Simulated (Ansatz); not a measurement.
SrZrO3:
```cif
data_O18Sr6Zr6
_chemical_formula_sum 'Sr6 Zr6 O18'
_space_group_name_H-M_alt 'R3c :H'
_space_group_IT_number 161
_space_group_name_Hall 'R 3 -2"c'
_cell_length_a 5.80569
_cell_length_b 5.80569
_cell_length_c 14.12497
_cell_angle_alpha 90.000
_cell_angle_beta 90.000
_cell_angle_gamma 120.000
loop_
_atom_site_label
_atom_site_type_symbol
_atom_site_symmetry_multiplicity
_atom_site_Wyckoff_symbol
_atom_site_fract_x
_atom_site_fract_y
_atom_site_fract_z
_atom_site_occupancy
Sr1 Sr 6 a 0.00000 0.00000 0.26686 1
Zr1 Zr 6 a 0.00000 0.00000 0.01158 1
O1 O 18 b 0.09864 0.33749 0.09062 1
```
(The calculation used a cell of 10 atoms; values per cell refer to that cell.)

Relaxed with PBEsol.

Which orbitals make up the states near the band edges in plane-wave PAW PBEsol (Ansatz code)?

Top 1 eV of the valence band: O 2p 94 %. Bottom 1 eV of the conduction band: Zr 4d 86 %, O 2p 8 %. Projections are on Löwdin-orthogonalised atomic valence shells; empty p or d shells of many metals are not among them.

Tabulate the density of states.

States/eV per cell of 10 atoms, in 0.25 eV bins, energy from the valence-band maximum.

| E (eV) | total | O 2p | Zr 4d | Sr 5s |
|---|---|---|---|---|
| -7.85 | 0.00 | 0.00 | 0.00 | 0.00 |
| -7.60 | 0.00 | 0.00 | 0.00 | 0.00 |
| -7.35 | 0.00 | 0.00 | 0.00 | 0.00 |
| -7.10 | 0.00 | 0.00 | 0.00 | 0.00 |
| -6.85 | 0.00 | 0.00 | 0.00 | 0.00 |
| -6.60 | 0.00 | 0.00 | 0.00 | 0.00 |
| -6.35 | 0.00 | 0.00 | 0.00 | 0.00 |
| -6.10 | 0.00 | 0.00 | 0.00 | 0.00 |
| -5.85 | 0.00 | 0.00 | 0.00 | 0.00 |
| -5.60 | 0.00 | 0.00 | 0.00 | 0.00 |
| -5.35 | 0.00 | 0.00 | 0.00 | 0.00 |
| -5.10 | 0.00 | 0.00 | 0.00 | 0.00 |
| -4.85 | 0.00 | 0.00 | 0.00 | 0.00 |
| -4.60 | 0.00 | 0.00 | 0.00 | 0.00 |
| -4.35 | 0.00 | 0.00 | 0.00 | 0.00 |
| -4.10 | 0.00 | 0.00 | 0.00 | 0.00 |
| -3.85 | 0.12 | 0.07 | 0.03 | 0.01 |
| -3.60 | 6.95 | 4.69 | 1.86 | 0.10 |
| -3.35 | 9.90 | 6.86 | 2.28 | 0.18 |
| -3.10 | 8.35 | 5.94 | 1.71 | 0.17 |
| -2.85 | 7.78 | 5.63 | 1.56 | 0.11 |
| -2.60 | 8.47 | 6.34 | 1.48 | 0.13 |
| -2.35 | 8.92 | 6.83 | 1.50 | 0.09 |
| -2.10 | 10.93 | 8.64 | 1.61 | 0.08 |
| -1.85 | 11.28 | 9.35 | 1.22 | 0.06 |
| -1.60 | 8.74 | 7.57 | 0.58 | 0.04 |
| -1.35 | 7.90 | 6.92 | 0.41 | 0.10 |
| -1.10 | 8.33 | 7.51 | 0.27 | 0.10 |
| -0.85 | 10.80 | 10.01 | 0.27 | 0.05 |
| -0.60 | 14.22 | 13.28 | 0.33 | 0.04 |
| -0.35 | 14.30 | 13.56 | 0.20 | 0.03 |
| -0.10 | 7.01 | 6.77 | 0.03 | 0.01 |
| 0.15 | 0.00 | 0.00 | 0.00 | 0.00 |
| 0.40 | 0.00 | 0.00 | 0.00 | 0.00 |
| 0.65 | 0.00 | 0.00 | 0.00 | 0.00 |
| 0.90 | 0.00 | 0.00 | 0.00 | 0.00 |
| 1.15 | 0.00 | 0.00 | 0.00 | 0.00 |
| 1.40 | 0.00 | 0.00 | 0.00 | 0.00 |
| 1.65 | 0.00 | 0.00 | 0.00 | 0.00 |
| 1.90 | 0.00 | 0.00 | 0.00 | 0.00 |
| 2.15 | 0.00 | 0.00 | 0.00 | 0.00 |
| 2.40 | 0.00 | 0.00 | 0.00 | 0.00 |
| 2.65 | 0.00 | 0.00 | 0.00 | 0.00 |
| 2.90 | 0.00 | 0.00 | 0.00 | 0.00 |
| 3.15 | 0.00 | 0.00 | 0.00 | 0.00 |
| 3.40 | 0.00 | 0.00 | 0.00 | 0.00 |
| 3.65 | 0.00 | 0.00 | 0.00 | 0.00 |
| 3.90 | 0.67 | 0.03 | 0.60 | 0.01 |
| 4.15 | 2.16 | 0.11 | 1.94 | 0.01 |
| 4.40 | 2.72 | 0.23 | 2.33 | 0.01 |
| 4.65 | 3.41 | 0.39 | 2.79 | 0.02 |
| 4.90 | 4.03 | 0.56 | 3.13 | 0.03 |
| 5.15 | 6.27 | 1.04 | 4.64 | 0.06 |
| 5.40 | 3.27 | 0.56 | 2.34 | 0.05 |
| 5.65 | 8.01 | 1.50 | 5.55 | 0.18 |
| 5.90 | 5.21 | 0.93 | 3.18 | 0.33 |
| 6.15 | 7.76 | 1.49 | 4.87 | 0.30 |
| 6.40 | 4.65 | 0.79 | 2.31 | 0.32 |
| 6.65 | 3.10 | 0.38 | 1.08 | 0.36 |
| 6.90 | 3.60 | 0.24 | 0.45 | 0.62 |
| 7.15 | 5.60 | 0.36 | 0.58 | 0.92 |
| 7.40 | 8.10 | 0.46 | 1.00 | 0.79 |
| 7.65 | 9.37 | 0.51 | 1.10 | 0.61 |
| 7.90 | 7.78 | 0.40 | 0.86 | 0.54 |
| 8.15 | 8.37 | 0.45 | 1.02 | 0.45 |
| 8.40 | 3.22 | 0.17 | 0.69 | 0.11 |
| 8.65 | 8.18 | 0.52 | 1.93 | 0.16 |

The start of the workflow was typed in or built on a structure type; neither database checked (COD, Materials Project) lists it. COD files the formula under space group No. 62, 63, 221, so this cell is another polymorph or a model. Its standing as an ambient phase is unchecked. The cell was relaxed with PBEsol under the symmetry of its start; of distortions, only those at the zone centre were tested. No spin polarisation was allowed. Spin–orbit coupling is left out wherever it is not named.

Potentials: the later of the program's two PAW sets.
